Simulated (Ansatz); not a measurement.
Relaxed La$_{2}$O$_{3}$ (A-La2O3 type, space group P-3m1):

```xyz
5
Lattice="3.9403 0.0000 0.0000 -1.9701 3.4124 0.0000 0.0000 0.0000 6.1880" Properties=species:S:1:pos:R:3 pbc="T T T"
La     0.0000     2.2749     1.5308
La     1.9701     1.1375     4.6572
O      0.0000     0.0000     0.0000
O      0.0000     2.2749     3.9930
O      1.9701     1.1375     2.1950
```

Two-dimensional scan of atom 1 (La, nearest neighbour O at 2.370 Å; its periodic images, 3.9 Å or more away, move with it): u runs along (1.000, 0.000, 0.000), v along (0.000, 0.000, 1.000) (Cartesian). Cell and other atoms are fixed.

The numbers are results of PBE (plane waves to 420 eV, PAW, scalar-relativistic; Ansatz, an electronic-structure program), not measurements. k mesh 8×8×5 (Γ-centred), Fermi-Dirac smearing 0.05 eV. E stands for the smeared free energy. Points where atoms come too close for the PAW data are left out (x in tables, blank in figures). La2O3 is run without spin polarisation. La2O3 was relaxed with its symmetry unable to fall.

Changes of ΔE (eV/cell) from the point u = 0.000 Å, v = 0.000 Å when one coordinate moves alone (two changes are said to add if the coupling is within 5 % of the smaller one, nearly so within 20 %):

```csv
point,change
"u = 0.000 Å, v = -0.360 Å",0.6423
"u = 0.000 Å, v = -0.180 Å",0.1735
"u = -0.360 Å, v = 0.000 Å",0.3957
"u = -0.180 Å, v = 0.000 Å",0.0910
"u = 0.180 Å, v = 0.000 Å",0.0910
"u = 0.360 Å, v = 0.000 Å",0.3957
"u = 0.000 Å, v = 0.180 Å",0.2102
"u = 0.000 Å, v = 0.360 Å",0.9515
```

### Question
Do the two effects add at u = -0.180 Å, v = 0.360 Å? Give the computed change.

### Answer
The sum of the single changes is 0.0910 + (0.9515) = 1.0425; the calculation gives 1.0968, so the coupling contributes 0.0543 (over 20 % of the smaller single change, not additive).

### Question
What is the change at u = 0.180 Å, v = 0.180 Å, where both move, and how far is it from the sum?

### Answer
The sum of the single changes is 0.0910 + (0.2102) = 0.3012; the calculation gives 0.3316, so the coupling contributes 0.0304 (over 20 % of the smaller single change, not additive).

### Question
What is the change at u = 0.360 Å, v = -0.180 Å, where both move, and how far is it from the sum?

### Answer
The sum of the single changes is 0.3957 + (0.1735) = 0.5692; the calculation gives 0.4634, so the coupling contributes -0.1058 (over 20 % of the smaller single change, not additive).

(For displaced atoms, the force is minus the slope of the energy, and its curvature is a force constant, which sets phonon frequencies.)
